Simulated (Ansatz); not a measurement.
The start is a relaxed Fe cell, doubled along one cell vector, shaken by Gaussian noise of σ = 0.08 Å a coordinate. The cell and all atomic positions are relaxed at zero pressure with r2SCAN (plane waves to 500 eV, PAW, scalar-relativistic; Ansatz, a quantum-chemistry and plane-wave program). The first steps use a coarse 8×16×16 k-mesh.

Initial structure:
```
Fe
1.0
   -2.86495     2.86495     2.86495
    1.43248    -1.43248     1.43248
    1.43248     1.43248    -1.43248
Fe
2
Direct
  0.98892   0.98237   0.00673
  0.50712   0.97289   0.01705
```
Spin-polarised start, with parallel moments on Fe.

Energy released: 0.02 eV/atom
Relative to the parent: It returns to the parent structure, Im-3m (No. 229)
Shortest distances (start → end): The closest pairs of elements (up to four, under 3.6 Å), start → end: Fe–Fe 2.39 → 2.48 Å
Band gap at the end: zero (metallic)
Moments at the end: net 2.64 μB/atom, ferromagnetic
Optimiser moves: 6

Final values are on a 23×23×23 k-mesh of the relaxed cell. Spin state reached: ferromagnetic (net 2.64 μB/atom), from parallel starting moments; other spin orders were not run from this start. r2SCAN tends to overstate moments in metals.

The run could not lose the symmetry of its start.
